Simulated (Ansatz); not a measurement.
ScSi2O3: from a guess to a relaxed structure

Level of theory: DFT PBE, scalar-relativistic, plane waves, PAW (Ansatz). Cutoff 420 eV, Gaussian smearing, Γ-centred meshes. Cell and atoms relax first on a coarse mesh and then on a finer one. In between, the cell is made exact in the group found at 0.06 Å. In metals the finer mesh still leaves noise of several meV/atom or more. The steps can't lower the symmetry of their start. Collinear spin is switched on along the way, since trial moments persisted in a coarse test.

The cell of ScSi2O3 is invented: random cell by space group and Wyckoff sites (Pmmm, No. 47). Its size is a rough estimate.

```
CELL_PARAMETERS angstrom
4.15763 0.00000 0.00000
0.00000 4.17324 0.00000
0.00000 0.00000 4.43729
ATOMIC_POSITIONS crystal
Sc 0.50000 0.00000 0.00000
Si 0.50000 0.50000 0.00000
Si 0.50000 0.00000 0.50000
O 0.83677 0.50000 0.00000
O 0.16323 0.50000 0.00000
O 0.00000 0.50000 0.50000
```

Formation energies are uncorrected and refer to the elements' standard structures at the same level (O₂ as a molecule).

Problem. Which structure results?

Solution. The symmetry stays Pmmm (No. 47). The volume per atom grows by 121.8 %, from 12.8 to 28.5 Å³. The shortest distance goes from 1.36 Å (O–O) to 1.55 Å (Si–O). The energy falls by about 1.7 eV/atom (the start's value is from the coarse mesh). The end is written in a standard setting, so origin, axes and order of atoms can differ from the start's. Conventional cell: a = 5.296 Å, b = 5.376 Å, c = 5.998 Å. Sc has 4 Si at 2.65–2.69 Å and 4 O at 3.10 Å; around Si on its first site lie 2 O at 1.55 Å and 2 Sc at 2.69 Å; around Si on its second site lie 2 Sc at 2.65 Å; O on a site of symmetry mm2 is surrounded by 1 Si at 1.55 Å, 4 O at 2.90–3.10 Å and 2 Sc at 3.10 Å; O on a site of symmetry mmm is surrounded by 4 O at 3.02 Å (long contacts).

```
Sc Si O
1.0
     5.29597    0.00000    0.00000
     0.00000    5.37569    0.00000
     0.00000    0.00000    5.99843
Sc Si O
1 2 3
Direct
  0.00000 0.00000 0.50000
  0.00000 0.50000 0.50000
  0.50000 0.00000 0.50000
  0.00000 0.50000 0.24140
  0.00000 0.50000 0.75860
  0.50000 0.50000 0.00000
```

Problem. Give its energy and gap.

Solution. The energy over the elements is +0.43 eV/atom. The gap on the 8×8×6 mesh of the 6-atom cell is 0 eV (a metal), the net moment per atom is 0.13 μB and the moment by site is Sc -0.1; Si -0.3; O 1.7 μB.

The separate elements lie lower, so it is unstable against them.

The last run used collinear spin and Gaussian smearing of 0.10 eV. No dispersion correction is applied, so the spacing and binding between layers, chains or molecules are poorly described. The magnetic state reached may not be the lowest. Symmetry constrained the relaxation, so the result can be a saddle point. In all, the 3 runs took 13 min on 1 thread of Intel(R) Xeon(R) Platinum 8259CL CPU @ 2.50GHz (Skylake/Cascade Lake), on a shared host. Another cell of ScSi2O3 relaxed alike but without spin, in R-3m, lies 2.25 eV/atom lower, so this cell isn't the stable form at this level. Site moments count only spheres around the atoms; the net moment includes the space between them.
